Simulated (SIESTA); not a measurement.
# Moving the functional in Ge2Sb2Te5

```
CELL_PARAMETERS angstrom
6.83914 -3.06601 0.00000
6.83914 3.06601 0.00000
-6.83098 0.00000 6.84761
ATOMIC_POSITIONS crystal
Te 0.59470 0.59470 0.38643
Te 0.79529 0.79529 0.19611
Te 0.00832 0.00832 0.00643
Te 0.20652 0.20652 0.80980
Te 0.39996 0.39996 0.59712
Sb 0.90171 0.90171 0.58787
Sb 0.11187 0.11187 0.41735
Ge 0.28429 0.28429 0.18783
Ge 0.49734 0.49734 0.01104
```

The cell comes from a database or a generator and needn't be the stable form of this composition.

Kept alike: task band structure; k mesh 5 × 5 × 4; occupations fermi-dirac, width 0.05 eV; no spin polarisation. Program: SIESTA, potentials by row: files PseudoDojo sr-lda-0.4.1-standard, DZP (energy shift 0.003 Ry; two zetas on semicore shells) (LDA); files PseudoDojo sr-pbe-0.4.1-standard, DZP (energy shift 0.003 Ry; two zetas on semicore shells) (PBE); files PseudoDojo sr-pbesol-0.4.1-standard, DZP (energy shift 0.003 Ry; two zetas on semicore shells) (PBEsol). The mesh is that of the run's cell of 9 atoms. No spin-orbit coupling.

| functional | pressure (GPa) |
| --- | --- |
| LDA | -2.45 |
| PBE | 1.00 |
| PBEsol | -1.38 |

Pressure is positive in compression.

What does the functional change here?

The pressure runs from -2.45 (LDA) to 1.00 GPa (PBE). From PBE: LDA -3.45; PBEsol -2.38.
